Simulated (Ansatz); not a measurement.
**Property card for TaSi**

TaSi:
```
CELL_PARAMETERS angstrom
     -1.70652     1.70652     5.87548
      1.70652    -1.70652     5.87548
      1.70652     1.70652    -5.87548
ATOMIC_POSITIONS crystal
  Ta 0.00058 0.00058 0.00000
  Ta 0.75058 0.25058 0.50000
  Si 0.41542 0.41542 0.00000
  Si 0.16542 0.66542 0.50000
```

Space group I4_1md (No. 109); conventional cell a = b = 3.4130 Å, c = 11.7510 Å, α = β = γ = 90.00°.

Method: plane-wave PAW PBE (Ansatz code). Geometry: relaxed at this level of theory. Other levels are named where they apply.

Cell and energy:

* **Volume per atom**: 17.11 Å³
* **Density**: 10.14 g/cm³
* **Formation energy from the elements (no fitted shifts)**: -0.15 eV/atom

Electronic structure:

- Electronic character = metallic (no gap)
- Density of states at the Fermi level = 1.0 states/eV per atom (mean over ±0.08 eV)

Mechanics:

Bulk modulus (Birch–Murnaghan fit): 166 GPa
Pressure derivative B′: 4.0

The cell is a constructed one: a structure type filled with these elements; neither database checked (COD, Materials Project) lists it. Its standing as an ambient phase is unchecked. The PBE relaxation kept the symmetry of its start; whether a distortion lowers the energy is not shown. No spin polarisation was allowed. The references are the lowest solids computed at this level, not always the standard phases. Scalar-relativistic: spin–orbit coupling is off unless named, which matters more the heavier the elements.

Potentials: the later of the program's two PAW sets.
